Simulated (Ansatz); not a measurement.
Total density of states per atom from DFT-PBEsol in the program Ansatz with PAW potentials, in 0.25 eV bins, energy from the valence-band maximum:

```csv
E (eV),states/eV/atom
-7.85,0.00
-7.60,0.00
-7.35,0.00
-7.10,0.00
-6.85,0.00
-6.60,0.00
-6.35,0.00
-6.10,0.00
-5.85,0.04
-5.60,1.01
-5.35,0.80
-5.10,0.57
-4.85,0.35
-4.60,0.25
-4.35,0.20
-4.10,0.16
-3.85,0.12
-3.60,0.10
-3.35,0.24
-3.10,0.75
-2.85,0.69
-2.60,0.71
-2.35,0.95
-2.10,0.98
-1.85,0.72
-1.60,0.90
-1.35,0.83
-1.10,0.69
-0.85,0.42
-0.60,0.30
-0.35,0.18
-0.10,0.05
0.15,0.00
0.40,0.00
0.65,0.01
0.90,0.06
1.15,0.22
1.40,0.53
1.65,0.85
1.90,0.91
2.15,0.83
2.40,0.59
2.65,0.59
2.90,0.65
3.15,0.50
3.40,0.89
3.65,0.90
3.90,0.89
4.15,0.88
4.40,0.83
4.65,0.83
```

Question: Which compound is it?
A. BaAl2Ge2, I4/mmm (Ge on 4e, Ba on 2a, Al on 4d)
B. AlN, P6_3mc (Al on 2a, Al on 2b, N on 2a, N on 2b)
C. AlInSb2, R3m (Al on 3a, In on 3a, Sb on 3a, Sb on 3a)
D. Rb2LiInCl6, Fm-3m (Rb on 8c, Li on 4b, In on 4a, Cl on 24e)

Answer: C, AlInSb2, R3m (Al on 3a, In on 3a, Sb on 3a, Sb on 3a). Top 1 eV of the valence band: Sb 5p 73 %, In 5p 18 %, Al 3p 6 %. Bottom 1 eV of the conduction band: Sb 5p 21 %, Al 3p 21 %, Sb 5s 15 %, In 5s 13 %, Al 3s 13 %, In 5p 10 %, outside the projected shells 6 %. Projections are on Löwdin-orthogonalised atomic valence shells; empty p or d shells of many metals are not among them.

The workflow started from a Materials Project entry (that database holds measured and hypothetical structures alike); the Crystallography Open Database copy checked does not list it. With Al and In taken as one species the cell has the higher symmetry F-43m, so it may be an ordered model of a mixed-site phase. Its standing as an ambient phase is unchecked. Symmetry was held in the PBEsol relaxation; of distortions, only those at the zone centre were tested. Scalar-relativistic: spin–orbit coupling is off unless named, which matters more the heavier the elements.

Potentials: the later of the program's two PAW sets.
